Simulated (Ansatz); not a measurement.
La2C (CdCl2 type), DFT, PBEsol, all-electron PAW with datasets made for the crystal, scalar-relativistic (Ansatz 0.2.0), on 1 thread of Intel(R) Xeon(R) Platinum 8259CL CPU @ 2.50GHz (Skylake/Cascade Lake) (shared host).

Command: `ansatz run input.yaml --threads 1 --pin off --max-ram 3072MiB --backend cpu --events-out ev --progress --plain --runs-dir out`

```yaml
crystal:
  lattice:
    - [1.8316872661, -1.0575251361, 6.8557120379]
    - [0.0, 2.1150502723, 6.8557120379]
    - [-1.8316872661, -1.0575251361, 6.8557120379]
  atoms:
    - { symbol: C, position: [0.0, 0.0, 0.0] }
    - { symbol: La, position: [0.2634281736, 0.2634281736, 0.2634281736] }
    - { symbol: La, position: [0.7365718264, 0.7365718264, 0.7365718264] }
kpoints:
  mp_grid: { grid: [11, 11, 11] }
scf:
  occupations: { method: fermi_dirac, width: 0.05 }
hamiltonian:
  xc: pbesol
  pseudopotentials: { kind: all_electron, datasets: crystal }
output:
  forces: true
  stress: true
  eigenvalues: true
  efg: { contact_densities: true }
```

**Question.** How large is the problem that the program sets up?

**Answer.** 146 irreducible k-points, 775 plane waves at Γ, 39 bands.

**Question.** About how long does it take, and how much memory?

**Answer.** 67 s of wall time for 11 SCF iterations, with a peak of 1.2 GiB. Times on shared machines scatter by tens of per cent.
